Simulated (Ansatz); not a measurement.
Given:

BN:
Space group P6₃mc (No. 186); a = 2.4986 Å, b = 2.4986 Å, c = 19.7810 Å, α = 90.00°, β = 90.00°, γ = 120.00°

```csv
atom,site,symmetry,x,y,z
B,2a,3m.,0.0000,0.0000,0.0835
N,2b,3m.,0.3333,0.6667,0.0836
B,2b,3m.,0.3333,0.6667,0.2500
N,2b,3m.,0.6667,0.3333,0.2501
B,2b,3m.,0.6667,0.3333,0.4164
N,2a,3m.,0.0000,0.0000,0.4165
```

This is the r²SCAN+D4-relaxed structure.

All from the program Ansatz at the r²SCAN+D4 level (PAW), unless another level is named. Estimate the HSE06 gap on the r²SCAN+D4 cell.

5.46 eV.

Next, the formation energy from the elements (no fitted shifts)?

-1.38 eV/atom.

Next, the conduction-band minimum?

at M (3 equivalent valleys).

Next, the valence-band maximum?

on the K–Γ line, 7 % of the way from K.

Space group P6_3mc. The start of the workflow was typed in or built on a structure type. Its sites differ from those of the usual phase in this space group: another stacking or structure type. Symmetry was held in the r²SCAN+D4 relaxation; whether a distortion lowers the energy is not shown. The references are the lowest solids computed at this level, not always the standard phases (solids in place of the gases).

Potentials: the later of the program's two PAW sets.
